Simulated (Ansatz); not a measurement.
Input:

MgO:
```xyz
2
Lattice="0.0000 2.1071 2.1071 2.1071 0.0000 2.1071 2.1071 2.1071 0.0000" Properties=species:S:1:pos:R:3 pbc="T T T"
Mg     2.1071     2.1071     2.1071
O      0.0000     0.0000     0.0000
```

This is the PBEsol-relaxed structure.

Q: All from the program Ansatz at the PBEsol level (PAW), unless another level is named. Give the band gap.

A: 4.62 eV (direct).

Q: Predict the hole effective mass, band 1 of 3 at the edge.

A: 2.1 along [100], 5.7 along [110], 3.6 along [111] (mₑ).

Q: Give the weight of the valence-edge state by species (Voronoi cells).

A: O 94 %, Mg 6 %.

Space group Fm-3m (rock salt). Symmetry was held in the PBEsol relaxation; phonons on a q-mesh show no instability.

Potentials: the later of the program's two PAW sets.
